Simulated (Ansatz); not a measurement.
ScPd₃N (anti-perovskite, space group No. 221) is relaxed with plane-wave PAW PBE (Ansatz code). What lattice parameters of the conventional cell result?

a = 4.203 Å.

Is it a metal or does it have a gap at this level?

No gap at this level.

Space group Pm-3m (anti-perovskite). The start of the workflow was typed in or built on a structure type; neither database checked (COD, Materials Project) lists it. Whether it is the stable phase at ambient conditions was not checked. The PBE relaxation kept the symmetry of its start; its stability against distortions is not shown here. No spin polarisation was allowed. Scalar-relativistic: spin–orbit coupling is off unless named, which matters more the heavier the elements.

Potentials: the later of the program's two PAW sets.
